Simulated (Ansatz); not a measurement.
Data:

LiNbO₃:
```cif
data_Li6Nb6O18
_chemical_formula_sum 'Li6 Nb6 O18'
_space_group_name_H-M_alt 'R-3 :H'
_space_group_IT_number 148
_space_group_name_Hall '-R 3'
_cell_length_a 5.20904
_cell_length_b 5.20904
_cell_length_c 14.21759
_cell_angle_alpha 90.000
_cell_angle_beta 90.000
_cell_angle_gamma 120.000
loop_
_atom_site_label
_atom_site_type_symbol
_atom_site_symmetry_multiplicity
_atom_site_Wyckoff_symbol
_atom_site_fract_x
_atom_site_fract_y
_atom_site_fract_z
_atom_site_occupancy
Li1 Li 6 c 0.00000 0.00000 0.35678 1
Nb1 Nb 6 c 0.00000 0.00000 0.14378 1
O1 O 18 f 0.31730 0.02888 0.24443 1
```
(The calculation used a cell of 10 atoms; values per cell refer to that cell.)

This is the r²SCAN-relaxed structure.

### Question
All from the program Ansatz at the r²SCAN level (PAW), unless another level is named. Predict the hole effective mass with spin–orbit coupling.

### Answer
1.0, 2.2, 4.0 mₑ (principal values).

### Question
Predict the HSE06 gap on the r²SCAN cell.

### Answer
5.50 eV.

### Question
And the electron effective mass?

### Answer
1.1, 4.2, 28 mₑ (principal values).

The first step of the workflow began from a Materials Project structure, measured or hypothetical; the Crystallography Open Database files this formula in space group No. 148, but the cells were not matched. It is not the phase usual at ambient conditions (space group No. 161). Symmetry was held in the r²SCAN relaxation; whether a distortion lowers the energy is not shown. The run is not spin-polarised. Scalar-relativistic: spin–orbit coupling is off unless named, which matters more the heavier the elements.

Potentials: the later of the program's two PAW sets.
